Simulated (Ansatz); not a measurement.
Generalised stacking fault of LiH (rock salt) on the {110} plane. The cell below holds the perfect crystal with the plane normal along z; tilting its third vector by the shift puts one fault into each cell, between planes 1.42 Å apart, at fixed cell height.

```yaml
crystal:
  lattice:
    - [2.83227, 0.00000, 0.00000]
    - [0.00000, 4.00544, 0.00000]
    - [1.41614, 2.00272, 4.24841]
  atoms:
    - { symbol: Li, position: [0.00000, 0.00000, 0.83333] }
    - { symbol: Li, position: [0.33333, 0.33333, 0.16667] }
    - { symbol: Li, position: [0.66667, 0.66667, 0.50000] }
    - { symbol: H, position: [0.00000, 0.50000, 0.83333] }
    - { symbol: H, position: [0.33333, 0.83333, 0.16667] }
    - { symbol: H, position: [0.66667, 0.16667, 0.50000] }
```

In-plane vectors a = (2.832, 0.000) Å, b = (0.000, 4.005) Å, area 11.34 Å². The shift is s times the vector a (length 2.832 Å), so s = 1 restores the start. Atoms relax along the normal only. γ = [E(shift) − E(0)] / area.

The numbers are results of r2SCAN (plane waves to 500 eV, PAW, scalar-relativistic; Ansatz, a program for electronic structure), not measurements. k mesh 10×10×10 (Γ-centred), Fermi-Dirac smearing 0.05 eV. E is the zero-smearing estimate. Faults lie only 4.2 Å apart, and holding the cell height raises γ above its relaxed value. LiH was relaxed with its symmetry unable to fall. γ is measured from zero shift.

```tsv
s	γ (mJ/m²)
0.000	0
0.083	57
0.167	182
0.250	312
0.333	416
0.417	withheld
0.500	503
0.583	withheld
0.667	416
0.750	312
0.833	182
0.917	57
```

Fit a Fourier form (three harmonics of 1 − cos and sin) to the given rows and predict γ at s = 0.583.

Least squares on the 10 given rows: γ = (245.5)·[1 − cos(2πs)] + (30.9)·[1 − cos(4πs)] + (6.4)·[1 − cos(6πs)], in mJ/m²; root-mean-square residual 1.4 mJ/m². At 0.583 the fit gives 480 mJ/m²; the calculation gives 481 mJ/m², so the interpolation is off by -1 (-0.2 %). 

(The slope of γ gives the shear force per area between the displaced halves; near zero shift its curvature is an elastic stiffness.)
